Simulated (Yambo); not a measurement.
Yambo run on VZn$_{2}$N$_{3}$ (space group Cmc2_1, No. 36). The wavefunctions come from this Quantum ESPRESSO step (LDA, PseudoDojo standard norm-conserving files, scalar-relativistic):

```
&CONTROL
  calculation = 'nscf'
  pseudo_dir = './pseudo'
  outdir = './out'
/
&SYSTEM
  ibrav = 0
  nat = 12
  ntyp = 3
  ecutwfc = 84.0
  ecutrho = 336.0
  occupations = 'fixed'
  force_symmorphic = .true.
  nbnd = 244
/
&ELECTRONS
  conv_thr = 1.2000000000000002e-08
  diago_full_acc = .true.
  diago_thr_init = 1e-08
/
ATOMIC_SPECIES
N 14.0070 N.upf
V 50.9415 V.upf
Zn 65.3800 Zn.upf
CELL_PARAMETERS angstrom
  4.748845000000  -2.781050000000   0.000000000000
  4.748845000000   2.781050000000   0.000000000000
  0.000000000000   0.000000000000   5.239770000000
ATOMIC_POSITIONS crystal
N   0.833270000000   0.472010000000   0.641030000000
N   0.166730000000   0.527990000000   0.141030000000
N   0.527990000000   0.166730000000   0.641030000000
N   0.472010000000   0.833270000000   0.141030000000
N   0.853520000000   0.146480000000   0.181440000000
N   0.146480000000   0.853520000000   0.681440000000
V   0.837710000000   0.162290000000   0.538290000000
V   0.162290000000   0.837710000000   0.038290000000
Zn   0.830370000000   0.502950000000   0.026920000000
Zn   0.169630000000   0.497050000000   0.526920000000
Zn   0.497050000000   0.169630000000   0.026920000000
Zn   0.502950000000   0.830370000000   0.526920000000
K_POINTS automatic
2 2 2 0 0 0
```

Yambo input:

```
rim_cut
gw0
dyson
el_el_corr
HF_and_locXC
ppa
em1d
RandQpts= 1000000
RandGvec= 1 Ry
EXXRLvcs= 84 Ry
VXCRLvcs= 336 Ry
Chimod= "HARTREE"
% BndsRnXp
 19 | 243 |
%
NGsBlkXp= 7 Ry
% LongDrXp
 1.0 | 1.0 | 1.0 |
%
PPAPntXp= 27.2114 eV
% GbndRnge
 1 | 243 |
%
GTermKind= "BG"
DysSolver= "n"
ExtendOut
% QPkrange
 1 | 1 | 68 | 69 |
 2 | 2 | 68 | 69 |
 3 | 3 | 68 | 69 |
 4 | 4 | 68 | 69 |
 5 | 5 | 68 | 69 |
 6 | 6 | 68 | 69 |
%
```

k points by index: 1 = Γ, 2 = (0, 0, -0.5), 3 = (0, -0.5, 0), 4 = (0, -0.5, -0.5), 5 = (-0.5, -0.5, 0), 6 = (-0.5, -0.5, -0.5).

Resulting energies as the program prints them:

```
#    K-point    Band    Eo [eV]    E [eV]    E-Eo [eV]    Vxc [eV]    Vnlxc [eV]    Sc|Eo [eV]    Sc|E [eV]    dSc/dw|Eo [eV]    Re(Z)    Im(Z)
#
    1    68    -0.724976    -0.964756    -0.239780    -19.03406    -22.69647    3.353568    3.422622    -7.833161    0.776478    -0.001348
    1    69    1.814134    2.786704    0.972570    -20.61950    -14.25300    -5.089113    -5.393937    -8.527399    0.761394    -0.001506
    2    68    -0.159909    -0.296237    -0.136328    -19.09263    -22.36318    3.094491    3.134226    -7.925707    0.774432    -0.001320
    2    69    2.184261    3.229078    1.044817    -21.17757    -13.98921    -5.797171    -6.143536    -9.019228    0.751057    -0.001727
    3    68    -0.137846    -0.291982    -0.154137    -19.91421    -23.28053    3.167177    3.212187    -7.941210    0.774091    -0.001323
    3    69    1.742494    2.782089    1.039594    -20.67925    -14.07768    -5.232258    -5.561980    -8.629268    0.759229    -0.001530
    4    68    -0.376888    -0.553536    -0.176648    -18.83575    -22.42268    3.359086    3.410276    -7.881020    0.775419    -0.001317
    4    69    2.105141    3.148453    1.043312    -21.10915    -14.24645    -5.480813    -5.819386    -8.828225    0.755032    -0.002581
    5    68    0.000000    -0.173382    -0.173382    -19.40185    -22.69978    3.074594    3.124544    -7.835019    0.776436    -0.001312
    5    69    1.348323    2.399285    1.050961    -20.85266    -14.15786    -5.314372    -5.643838    -8.529342    0.761352    -0.001485
    6    68    -0.295272    -0.483657    -0.188385    -18.84624    -22.44176    3.352838    3.407140    -7.839430    0.776339    -0.001314
    6    69    2.106285    3.139244    1.032959    -21.11036    -14.25928    -5.481258    -5.818126    -8.872739    0.754106    -0.001647
```
(The two width columns are left out.) Convergence of these settings isn't established.

Geometry of the Materials Project entry, not relaxed at this level.

The structure is a Materials Project entry; no match was found in the copy of COD used, and its stability was not checked.

The runs are not spin-polarised; magnetic order was not tried.
